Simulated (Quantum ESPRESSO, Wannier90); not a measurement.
## Sn (Immm): Wannier90 run

```
Sn
1.0
   -1.72654     1.77554     2.33834
    1.72654    -1.77554     2.33834
    1.72654     1.77554    -2.33834
Sn
1
Cartesian
  0.00000   0.00000   0.00000
```

Cell from Materials Project (mp-623511), symmetrised, no further relaxation. Not found in the COD (Crystallography Open Database) copy used, which has the formula in other groups; not checked further. Level: PBEsol, spinors with spin-orbit coupling; pw.x of Quantum ESPRESSO at 58 Ry with PseudoDojo potentials, 10×10×10 k-points, Wannier90. Density: 16×16×16 mesh, cold smearing 0.01 Ry.

Valence charges of the files: Sn 14. 30 bands were computed.

Isolated groups of bands, relative to the Fermi level (bands from 11 on overlap up to the last one computed):

```tsv
bands	from (eV)	to (eV)	filling	weight on atomic waves
1–4	-22.03	-21.98	filled	Sn 4d 100 %
5–10	-21.02	-20.87	filled	Sn 4d 100 %
```

Wanted is a model with the orbitals Sn s p, without the filled groups that are mainly made of other shells (semicore states, and anion s where it isn't named); all higher bands stay in for disentanglement.

Problem. Give num_wann, exclude_bands and num_bands, and the number of electrons that the model holds.

Solution. Electrons: 1×14 = 14, or 14.0 bands' worth; no gap over 0.05 eV opens at the Fermi level at this level of theory.
num_wann = 2 × (1×4) = 8.
exclude_bands = 1-10, 10 bands, so num_bands = 30 − 10 = 20.
The model holds 14 − 1×10 = 4 electrons. With the window frozen to 1.50 eV it follows pw.x to 14 meV rms (states up to 1.0 eV relative to the Fermi level).
